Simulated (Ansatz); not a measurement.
Ca₄PbN₄: 43Ca NMR of the central transition

Cell: a Materials Project structure (computed, not necessarily an observed phase), taken as it stands.

Space group P-1 (No. 2); a = 6.1955, b = 6.2224, c = 9.3371 Å, α = 71.66°, β = 85.00°, γ = 68.73°.

```
site  Wyckoff  site symmetry       x       y       z
 Ca1       2i              1  0.2714  0.1748  0.2029
 Ca3       2i              1  0.2513  0.7527  0.9974
 Ca5       2i              1  0.2608  0.9439  0.5773
 Ca7       2i              1  0.7459  0.4710  0.5885
  Pb       2i              1  0.2766  0.3914  0.7691
 N11       2i              1  0.0010  0.7028  0.6058
 N13       2i              1  0.1501  0.1740  0.9637
 N15       2i              1  0.4986  0.5963  0.8019
 N17       2i              1  0.4961  0.8031  0.3884
```

One atom of each set is listed.

Computed with Ansatz: DFT, PBE, plane waves and PAW, scalar-relativistic, 420 eV cutoff, Γ-centred 5×5×3 k-points, Fermi–Dirac smearing 0.02 eV.

43Ca has I = 7/2 and Q = -40.80 mb (Pyykkö 2018); at 14.1 T its Larmor frequency is ν₀ = 40.5 MHz. Only the quadrupole interaction is simulated: positions count from each site's isotropic chemical shift, and shift anisotropy, dipolar and J coupling are left out, though they dominate static lines narrower than about 10 kHz.

**Question.** Simulate the second-order pattern (static powder, Gaussian broadening 0.2 kHz) of site Ca5 (5 N at 2.37–2.64 Å).

**Answer.** The calculation gives C_Q = -3.97 MHz and η = 0.04, so ν_Q = 0.284 MHz and the centre of gravity lies at -24.6 ppm (-0.996 kHz).

offset (kHz), height and a bar:
```
   -3.742          0 
   -3.484         31 #########
   -3.225        100 ##############################
   -2.966         71 #####################
   -2.707         51 ###############
   -2.448         43 #############
   -2.189         39 ############
   -1.930         36 ###########
   -1.671         34 ##########
   -1.412         32 ##########
   -1.153         31 #########
   -0.894         31 #########
   -0.635         30 #########
   -0.376         30 #########
   -0.117         29 #########
    0.141         24 #######
    0.400         25 #######
    0.659         27 ########
    0.918         30 #########
    1.177         34 ##########
    1.436         43 #############
    1.695         73 ######################
    1.954         39 ############
    2.213          0
```

The run took 1.7 min of wall time (1.7 min of CPU time) and 1.1 GiB at its peak, on 1 thread of Arm Neoverse V2 (aarch64; 8 cores open to the job, memory cap 2.5 GiB, no GPU), a shared host with a load of 0.5 a core.
